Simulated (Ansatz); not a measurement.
This guess for Si2Br3 is about to be relaxed.

```cif
data_structure
_symmetry_space_group_name_H-M 'P-3m1'
_symmetry_Int_Tables_number 164
_cell_length_a 4.8898
_cell_length_b 4.8898
_cell_length_c 5.9040
_cell_angle_alpha 90.000
_cell_angle_beta 90.000
_cell_angle_gamma 120.000
_cell_volume 122.25
loop_
_atom_site_label
_atom_site_type_symbol
_atom_site_symmetry_multiplicity
_atom_site_Wyckoff_symbol
_atom_site_fract_x
_atom_site_fract_y
_atom_site_fract_z
_atom_site_occupancy
Si1 Si 2 d 0.33333 0.66667 0.13800 1
Br1 Br 1 a 0.00000 0.00000 0.00000 1
Br2 Br 2 d 0.33333 0.66667 0.62500 1
```

Level of theory: DFT PBE, scalar-relativistic, plane waves, PAW (Ansatz 0.2.0). Cutoff 420 eV, Gaussian smearing, Γ-centred meshes. Cell and atoms relax first on a coarse mesh and then on a finer one. In between, the cell is made exact in the group found at 0.06 Å. In metals the finer mesh still leaves noise of several meV/atom or more. The steps can't lower the symmetry of their start. No spin polarisation.

A guess keeps its type if space group and coordination stay and the shape of the cell changes little (axis ratios within about 15 %, angles within 6°); the volume may change.

Task: Does this structure survive the relaxation?

Result: It doesn't keep its type. The symmetry stays P-3m1 (No. 164). The volume per atom grows by 26.4 %, from 24.5 to 30.9 Å³. The shortest distance goes from 2.88 Å (Si–Br) to 2.77 Å (Si–Br). The ratio c/a of the conventional cell changes by a factor of 1.90. Counting neighbours within 15 % of an atom's shortest distance, the start has Br 6/8, Si 11 and the end Br 3/6, Si 6. In detail, at the end Si is surrounded by 3 Br at 2.77 Å and 3 Br at 2.97 Å; Br on a site of symmetry -3m has 6 Si at 2.97 Å; around Br on a site of symmetry 3m lie 3 Si at 2.77 Å.

```cif
data_structure
_symmetry_space_group_name_H-M 'P-3m1'
_symmetry_Int_Tables_number 164
_cell_length_a 4.2649
_cell_length_b 4.2649
_cell_length_c 9.8081
_cell_angle_alpha 90.000
_cell_angle_beta 90.000
_cell_angle_gamma 120.000
_cell_volume 154.50
loop_
_atom_site_label
_atom_site_type_symbol
_atom_site_symmetry_multiplicity
_atom_site_Wyckoff_symbol
_atom_site_fract_x
_atom_site_fract_y
_atom_site_fract_z
_atom_site_occupancy
Si1 Si 2 d 0.33333 0.66667 0.16967 1
Br1 Br 1 a 0.00000 0.00000 0.00000 1
Br2 Br 2 d 0.33333 0.66667 0.70128 1
```

Formation energies are uncorrected and refer to the elements' standard structures at the same level. The references include crystalline Br.

Task: At what energy does it end?

Result: +0.13 eV/atom. It can't be a ground state, since the elements alone are lower.

The last run used a 12×12×4 mesh (in the run's order of axes) for its 5-atom cell and Gaussian smearing of 0.10 eV. Weakly bound directions are ill-defined at this level, which has no dispersion term. An odd number of electrons in the primitive cell allows no gap without spin; a larger cell or a magnetic state could open one. The cell is a metal run without spin; a magnetic state may lie lower. The reference form of Br is held partly by dispersion forces, which this level lacks. Symmetry constrained the relaxation, so the result can be a saddle point.

In counts of neighbours, a slash parts the counts of unlike sites.
